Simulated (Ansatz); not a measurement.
## What moves the field gradients of Si3N4?

Cell of run 1: a Materials Project structure (computed, not necessarily an observed phase), taken as it stands.

Space group P6_3/m (No. 176); a = 7.6045, c = 2.9052 Å, γ = 120.00°.

| site | Wyckoff | site symmetry | x | y | z |
| --- | --- | --- | --- | --- | --- |
| Si | 6h | m.. | 0.2311 | 0.8249 | 0.7500 |
| N7 | 2d | -6.. | 0.3333 | 0.6667 | 0.7500 |
| N9 | 6h | m.. | 0.9692 | 0.6699 | 0.7500 |

One atom of each set is listed.

All runs are DFT with Ansatz 0.2.0 (plane waves and PAW, scalar-relativistic unless spin–orbit coupling is named, Γ-centred meshes, Fermi–Dirac smearing where given) in this cell.

Run 1: PBE, gradients read without the response of the cores, atoms as given; 420 eV, 4×4×10 k-points, smearing 0.02 eV.
Run 2: r2SCAN, gradients read without the response of the cores, atoms as given; 500 eV, 4×4×10 k-points, smearing 0.02 eV.
Run 3: LDA, gradients read without the response of the cores, atoms as given; 420 eV, 4×4×10 k-points, smearing 0.02 eV; the PAW files are those made for PBE.

| run | Si V_zz (η) | N7 V_zz (η) | N9 V_zz (η) |
| --- | --- | --- | --- |
| 1 | 0.88 (0.32) | -5.11 (0.00) | -5.14 (0.06) |
| 2 | 0.87 (0.29) | -5.21 (0.00) | -5.16 (0.07) |
| 3 | ? | ? | ? |

V_zz in 10²¹ V/m².

Q: Estimate the row of run 3.

A: Si: 0.87 (0.33); N7: -4.89 (0.00); N9: -4.92 (0.07). It lies nearest to run 1, from whose tensors on these sites it differs by 0.22 at most (largest principal value of the difference, on N7).

The cell isn't the equilibrium one in run 1 (calculated pressure 6 GPa), and the entry's cell may itself be off.
